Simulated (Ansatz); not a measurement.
Al₃V:
```
Al3V
1.0
   -1.85099     1.85099     4.08888
    1.85099    -1.85099     4.08888
    1.85099     1.85099    -4.08888
Al V
3 1
Direct
  0.50000   0.50000   0.00000
  0.75000   0.25000   0.50000
  0.25000   0.75000   0.50000
  0.00000   0.00000   0.00000
```

Relaxed with LDA. Special points in fractions of this cell's reciprocal vectors: Γ (0.000, 0.000, 0.000); X (0.000, 0.000, 0.500); P (0.250, 0.250, 0.250); N (0.000, 0.500, 0.000); M (0.500, 0.500, -0.500); S (0.301, 0.699, -0.301); S0 (-0.301, 0.301, 0.301); R (-0.102, 0.102, 0.500); G (0.500, 0.500, -0.102).

List the band energies nearest the Fermi level at these points for LDA in the plane-wave PAW code Ansatz.

In eV from the Fermi level; about four levels below and three above (degenerate sets whole), none deeper than 8.9 eV; points with the same levels are listed once.

```
k                          below           above
-  -----------------------------  --------------
Γ         -2.12 -1.77 -1.77 0.00  1.49 1.49 1.91
X        -4.30 -3.23 -2.66 -1.53  0.94 0.95 2.14
P        -4.86 -2.31 -2.31 -1.49  0.48 0.95 0.95
N        -3.24 -1.67 -0.87 -0.21  0.88 1.89 2.03
M  -1.29 -1.29 -0.83 -0.05 -0.05  0.11 2.54 4.55
S        -1.66 -1.35 -1.06 -0.15  0.74 1.70 2.68
R        -4.23 -2.61 -1.82 -1.40  0.80 1.10 1.85
```

Space group I4/mmm. The workflow started from a Materials Project entry (that database holds measured and hypothetical structures alike); the Crystallography Open Database copy checked does not list it. Its standing as an ambient phase is unchecked. The cell was relaxed with LDA under the symmetry of its start; its stability against distortions is not shown here. The run is not spin-polarised.

Potentials: the later of the program's two PAW sets.
